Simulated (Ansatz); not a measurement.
InP:
```
InP
1.0
    7.27219     0.00000     0.00000
    0.00000     7.27219     0.00000
    0.00000     0.00000     7.27219
In P
6 6
Direct
  0.25000   0.00000   0.50000
  0.50000   0.25000   0.00000
  0.50000   0.75000   0.00000
  0.75000   0.00000   0.50000
  0.00000   0.50000   0.75000
  0.00000   0.50000   0.25000
  0.25000   0.50000   0.00000
  0.00000   0.25000   0.50000
  0.00000   0.75000   0.50000
  0.75000   0.50000   0.00000
  0.50000   0.00000   0.75000
  0.50000   0.00000   0.25000
```

Relaxed with r²SCAN.

Q: Give the Bader charges and basin volumes of the independent atoms, r²SCAN in the plane-wave PAW code Ansatz.

A: 

```csv
atom,Bader charge (e),Bader volume (Å³)
In1,+0.98,23.6
P7,-0.98,33.3
```

Space group Pm-3n. The start of the workflow was typed in or built on a structure type; neither database checked (COD, Materials Project) lists it. It is not the phase usual at ambient conditions (space group No. 216). The r²SCAN relaxation kept the symmetry of its start; its stability against distortions is not shown here. The volume moved by 28 % from the start of the relaxation.

Potentials: the later of the program's two PAW sets.
